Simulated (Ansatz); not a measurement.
Ti3Ag, DFT, LDA, PAW with Ansatz's default frozen-core files, scalar-relativistic (Ansatz 0.2.0), run on 1 thread of Arm Neoverse V1 on a shared host.

The geometry is COD entry 1509562, unchecked; take it as a test cell. The listed cell was then made from it by scaling, straining or moving an atom.

Command: `ansatz run input.yaml --threads 1 --pin off --max-ram 4096MiB --backend cpu --events-out ev --progress --plain --runs-dir out`

```yaml
crystal:
  lattice:
    - [4.10326, 0.0, 0.0]
    - [0.0, 4.10326, 0.0]
    - [0.0, 0.0, 3.95]
  atoms:
    - { symbol: Ti, position: [0.0, 0.5, 0.5] }
    - { symbol: Ti, position: [0.5, 0.0, 0.5] }
    - { symbol: Ti, position: [0.5, 0.5, 0.0] }
    - { symbol: Ag, position: [0.0, 0.0, 0.0] }
kpoints:
  mp_grid: { grid: [9, 9, 9] }
scf:
  occupations: { method: fermi_dirac, width: 0.08 }
hamiltonian:
  xc: lda
  pseudopotentials: { kind: paw }
output:
  forces: true
  stress: true
  eigenvalues: true
  efg: { contact_densities: true }
  write_density: true
  write_potential: true
  elf: true
  volumetric_format: npy
```

**Question.** How large is the problem that the program sets up?

**Answer.** 75 irreducible k-points, 1333 plane waves at Γ, 33 bands.

**Question.** Estimate the wall time and the peak memory.

**Answer.** 16 s of wall time for 7 SCF iterations, with a peak of 0.46 GiB. Times on shared machines scatter by tens of per cent.

**Question.** And the same cell and mesh by crystal-made all-electron datasets, asked for forces, stress, eigenvalues, efg, on the same hardware?

**Answer.** 46 s, peak memory 0.79 GiB.
